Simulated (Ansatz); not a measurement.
Method: DFT PBE, scalar-relativistic, plane waves, PAW in Ansatz 0.2.0. All cells share a 420 eV cutoff and Γ-centred k meshes spaced at most about 0.3 Å⁻¹ (2π included). No spin polarisation in the final relaxations.

Temperature and zero-point effects are left out. All come from trial cells, and lower structures may exist.

Question: Order these relaxed structures of SnGe5Te6 by energy, lowest first, with the energy over the lowest of them.
A.

```
CELL_PARAMETERS angstrom
3.86820 -2.13607 0.00000
3.86820 2.13607 0.00000
-0.62942 0.00000 21.07551
ATOMIC_POSITIONS crystal
Sn 0.00653 0.00653 0.49761
Ge 0.68995 0.68995 0.16086
Ge 0.35166 0.35166 0.32387
Ge 0.68611 0.68611 0.67150
Ge 0.35761 0.35761 0.83441
Ge 0.02465 0.02465 0.99762
Te 0.97887 0.97887 0.24749
Te 0.64480 0.64480 0.40995
Te 0.31130 0.31130 0.59467
Te 0.97957 0.97957 0.75726
Te 0.64742 0.64742 0.92066
Te 0.31365 0.31365 0.08410
```

B.

```
CELL_PARAMETERS angstrom
4.29254 0.00000 0.00000
-2.14627 3.71745 0.00000
0.00000 0.00000 21.10204
ATOMIC_POSITIONS crystal
Sn 0.00000 0.00000 0.50000
Ge 0.33333 0.66667 0.83709
Ge 0.66667 0.33333 0.67437
Ge 0.33333 0.66667 0.32563
Ge 0.66667 0.33333 0.16291
Ge 0.00000 0.00000 0.00000
Te 0.00000 0.00000 0.75563
Te 0.33333 0.66667 0.59352
Te 0.66667 0.33333 0.40648
Te 0.00000 0.00000 0.24437
Te 0.33333 0.66667 0.08151
Te 0.66667 0.33333 0.91849
```

Answer: A (0 meV/atom), B (14 meV/atom). Forms: A Sn and Ge ordered on rock salt sites, Cm; B Sn and Ge ordered on rock salt sites, P-3m1. Counting Ge or Te atoms around Sn (for each partner element, those within 1.25 times its shortest distance or 1.15 times the sum of covalent radii, where it is the nearest in units of that sum or under 1.3): A has Sn 6; B has Sn 6.

These runs have no spin–orbit coupling, which can matter for Te. Cells relaxed within their symmetry can be saddle points. The Cm cell of SnGe5Te6 came from shaking the P-3m1 one. Some structure types and database cells were kept out of the candidates from the start, so a known form may be missing.
